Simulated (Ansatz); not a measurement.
Rb₂NaScF₆:
```
Rb2NaScF6
1.0
    0.00000     4.28529     4.28529
    4.28529     0.00000     4.28529
    4.28529     4.28529     0.00000
Rb Na Sc F
2 1 1 6
Direct
  0.75000   0.75000   0.75000
  0.25000   0.25000   0.25000
  0.50000   0.50000   0.50000
  0.00000   0.00000   0.00000
  0.76470   0.23530   0.23530
  0.23530   0.76470   0.76470
  0.23530   0.76470   0.23530
  0.76470   0.23530   0.76470
  0.23530   0.23530   0.76470
  0.76470   0.76470   0.23530
```

Relaxed with r²SCAN. Special points in fractions of this cell's reciprocal vectors: Γ (0.000, 0.000, 0.000); X (0.500, 0.000, 0.500); U (0.625, 0.250, 0.625); K (0.375, 0.375, 0.750); L (0.500, 0.500, 0.500); W (0.500, 0.250, 0.750).

Task: List the band energies nearest the valence-band maximum at these points for r²SCAN with spin–orbit coupling (plane waves, PAW; program Ansatz).

Result: In eV from the valence-band maximum; about four levels below and three above (degenerate sets whole), none deeper than 8.9 eV; points with the same levels are listed once.

```csv
k,below,above
Γ,0.00 0.00 0.00 0.00,7.80 7.80 7.80 7.80
X,-0.34 -0.34 -0.02 -0.02,7.86 7.86 7.94 7.94
U,-0.30 -0.30 -0.09 -0.09,7.88 7.88 7.93 7.93
L,-0.19 -0.19 -0.16 -0.16,7.88 7.88 7.88 7.88
W,-0.17 -0.17 -0.16 -0.16,7.90 7.90 7.91 7.91
```

Space group Fm-3m. The workflow started from a Materials Project entry (that database holds measured and hypothetical structures alike); the Crystallography Open Database copy checked does not list it. Its standing as an ambient phase is unchecked. Symmetry was held in the r²SCAN relaxation; its stability against distortions is not shown here. No spin polarisation was allowed.

Potentials: the later of the program's two PAW sets.
